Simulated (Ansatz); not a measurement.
## AsC3N3, a database entry at a rescaled volume

```
CELL_PARAMETERS angstrom
4.64930 3.49077 0.00000
4.64930 -3.49077 0.00000
1.75304 0.00000 -8.85352
ATOMIC_POSITIONS crystal
As 0.29040 0.29040 0.73840
As 0.70960 0.70960 0.26160
C 0.43900 0.01900 0.63800
C 0.98100 0.56100 0.36200
N 0.37900 0.98700 0.05100
N 0.01300 0.62100 0.94900
C 0.99000 0.23600 0.74500
C 0.76400 0.01000 0.25500
N 0.79500 0.22100 0.75500
N 0.77900 0.20500 0.24500
N 0.51500 0.86100 0.55700
N 0.13900 0.48500 0.44300
C 0.34800 0.07800 0.93000
C 0.92200 0.65200 0.07000
```

The numbers come from plane-wave PAW DFT (Ansatz): PBE, no spin polarisation, 420 eV, 5×5×3 Γ-centred k points, fermi-dirac occupations (width 0.1 eV). Nothing was relaxed.

(1) What is the character of the valence top and the conduction bottom?

(2) Where is the largest force?

(3) Is the cell too large or too small?

(4) What is the band gap?

(5) Is it stable against the elements?

Origin: a database entry at a rescaled volume. Caveats: forces this large suggest misplaced atoms in the database entry; atoms or cell far from equilibrium.

Results:

(1) Within 0.7 eV of the edges, the states project mainly on N p (36 %), As p (26 %) and As s (16 %) below the gap and on N p (34 %), C p (32 %) and As p (15 %) above it.

(2) The largest is on C4 (and as large on other atoms): 6.03 eV/Å, components (2.75, 3.95, -3.64). It makes 2° with the line to a nearest neighbour, N12 at 1.21 Å, pointing towards it.

(3) The pressure is 1.7 GPa (compression positive), so with the atoms held at these fractions the cell would first expand; the forces are large, so a full relaxation may end otherwise. The principal stresses -0.2, 0.9, 4.4 GPa differ, so its shape would change too.

(4) The gap is 4.46 eV, indirect (the least direct gap found is 4.50 eV).

(5) 0.72 eV an atom against the elements' usual phases (free molecules for gases, crystals otherwise, with no correction for O₂ or N₂), so at this geometry it isn't bound against them. Relaxing would lower it.
